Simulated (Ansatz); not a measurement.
## Relaxing a structure of Sn

The start is a relaxed Sn cell with every coordinate shifted by Gaussian noise of σ = 0.1 Å. The cell and all atomic positions are relaxed at zero pressure with r2SCAN (plane waves to 500 eV, PAW, scalar-relativistic; Ansatz, a program for electronic structure). The first steps use a coarse 12×12×8 k-mesh.

Starting cell:
```yaml
crystal:
  lattice:
    - [-2.94311, 2.94311, 1.59186]
    - [2.94311, -2.94311, 1.59186]
    - [2.94311, 2.94311, -1.59186]
  atoms:
    - { symbol: Sn, position: [0.80380, 0.30317, 0.52722] }
    - { symbol: Sn, position: [0.95318, 0.98155, 0.99239] }
```

What is the largest force in the starting geometry, and on which atom (counted from 1)?

0.44 eV/Å, on Sn1, Sn2 (atoms numbered as listed).

By how much does the energy per atom fall from start to end?

0.03 eV/atom.

Does it find its way back to the structure it was made from?

It relaxes back to the parent, I4₁/amd (No. 141).

How do the shortest distances between atoms change?

The closest pairs of elements (up to four, under 3.6 Å), start → end: Sn–Sn 2.94 → 3.04 Å.

What band gap does the relaxed structure have at this level?

Zero (metallic).

Final structure:

```cif
data_Sn4
_chemical_formula_sum 'Sn4'
_space_group_name_H-M_alt 'I41/amd :1'
_space_group_IT_number 141
_space_group_name_Hall 'I 4bw 2bw -1bw'
_cell_length_a 5.87698
_cell_length_b 5.87698
_cell_length_c 3.19226
_cell_angle_alpha 90.000
_cell_angle_beta 90.000
_cell_angle_gamma 90.000
loop_
_atom_site_label
_atom_site_type_symbol
_atom_site_symmetry_multiplicity
_atom_site_Wyckoff_symbol
_atom_site_fract_x
_atom_site_fract_y
_atom_site_fract_z
_atom_site_occupancy
Sn1 Sn 4 a 0.00000 0.00000 0.00000 1
```
(The calculation used a cell of 2 atoms; values per cell refer to that cell.)

Final values are on a 16×16×16 k-mesh of the relaxed cell. No spin polarisation in the result.

The run could not lose the symmetry of its start.
